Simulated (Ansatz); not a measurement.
Te:
```
CELL_PARAMETERS angstrom
     -3.19533     3.19533     1.56659
      3.19533    -3.19533     1.56659
      3.19533     3.19533    -1.56659
ATOMIC_POSITIONS crystal
  Te 0.75000 0.25000 0.50000
  Te 0.00000 0.00000 0.00000
```

Relaxed with r²SCAN. Special points in fractions of this cell's reciprocal vectors: Γ (0.000, 0.000, 0.000); X (0.000, 0.000, 0.500); M (-0.500, 0.500, 0.500); Z (0.310, 0.310, -0.310); Z0 (-0.310, 0.690, 0.310); P (0.250, 0.250, 0.250); N (0.000, 0.500, 0.000).

**Question.** List the band energies nearest the Fermi level at these points for r²SCAN (plane waves, PAW; program Ansatz).

**Answer.** In eV from the Fermi level; about four levels below and three above (degenerate sets whole), none deeper than 8.9 eV; … stands for higher levels left out; points with the same levels are listed once.

```csv
k,below,above
Γ,-4.65 -4.65,0.89 0.89 2.43
X,-2.78 -2.78 -2.59 -2.59,2.92 2.92 7.71 7.71
M,-6.21 -6.21,2.24 2.24 2.59 2.59
Z,-5.28 -4.32 -4.32 -2.73,1.68 1.68 6.78 6.78
P,-0.62 -0.62 -0.61 -0.61,5.16 5.16 …
N,-4.77 -3.37 -1.06 -0.11,0.50 5.18 5.87
```

Space group I4_1/amd (β-Sn type). A made-up cell: these elements were put on the sites of a structure type; neither database checked (COD, Materials Project) lists it. It is not the phase usual at ambient conditions (space group No. 152). The r²SCAN relaxation kept the symmetry of its start; of distortions, only those at the zone centre were tested. Scalar-relativistic: spin–orbit coupling is off unless named, which matters more the heavier the elements.

Potentials: the later of the program's two PAW sets.
